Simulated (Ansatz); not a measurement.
**ZnS: Field gradients at the nuclei**

The cell is a Materials Project structure (computed, not necessarily an observed phase).

```yaml
crystal:
  lattice:
    - [3.80796, 0.00000, 0.00000]
    - [-1.90398, 3.29779, 0.00000]
    - [0.00000, 0.00000, 18.67874]
  atoms:
    - { symbol: Zn, position: [0.33333, 0.66667, 0.83326] }
    - { symbol: Zn, position: [0.66667, 0.33333, 0.33326] }
    - { symbol: Zn, position: [0.66667, 0.33333, 0.66686] }
    - { symbol: Zn, position: [0.33333, 0.66667, 0.16686] }
    - { symbol: Zn, position: [0.00000, 0.00000, 0.49994] }
    - { symbol: Zn, position: [0.00000, 0.00000, 0.99994] }
    - { symbol: S, position: [0.33333, 0.66667, 0.95812] }
    - { symbol: S, position: [0.66667, 0.33333, 0.45812] }
    - { symbol: S, position: [0.66667, 0.33333, 0.79171] }
    - { symbol: S, position: [0.33333, 0.66667, 0.29171] }
    - { symbol: S, position: [0.00000, 0.00000, 0.62511] }
    - { symbol: S, position: [0.00000, 0.00000, 0.12511] }
```

Sites (sets of like atoms) are named by element and the number of their first atom in this list.

All values are calculated (Ansatz; DFT, PBE, plane waves and PAW, scalar-relativistic, 420 eV cutoff, Γ-centred 8×8×2 k-points, Fermi–Dirac smearing 0.02 eV), not measured.

Conventions: |V_zz| ≥ |V_yy| ≥ |V_xx|, η = (V_xx − V_yy)/V_zz, C_Q = eQV_zz/h. Directions are in the Cartesian axes of the cell vectors above, for the atom listed; none is given where the gradient is under 0.02 or η is above 0.95.

Question: Which values are expected at the nuclei?

Answer: 

```tsv
site	first atom	first shell	V_zz (10²¹ V/m²)	η	direction of V_zz (x, y, z)
Zn1	1	4 S at 2.33 Å	0.043	0.00	0.00 0.00 1.00
Zn3	3	4 S at 2.33 Å	0.053	0.00	0.00 0.00 1.00
Zn5	5	4 S at 2.33–2.34 Å	-0.038	0.00	0.00 0.00 1.00
S7	7	4 Zn at 2.33 Å	0.081	0.00	0.00 0.00 1.00
S9	9	4 Zn at 2.33 Å	0.006	0.00	–
S11	11	4 Zn at 2.33–2.34 Å	0.20	0.00	0.00 0.00 1.00
```

An axis of threefold or higher order runs through Zn1, Zn3, Zn5, S7, S9 and S11, so V_zz lies along it and η is zero.

The run took 39 s of wall time (39 s of CPU time) and 0.53 GiB at its peak, on 1 thread of Arm Neoverse V1 (aarch64; 8 cores open to the job, memory cap 2.5 GiB, no GPU), a shared host with a load of 0.2 a core.
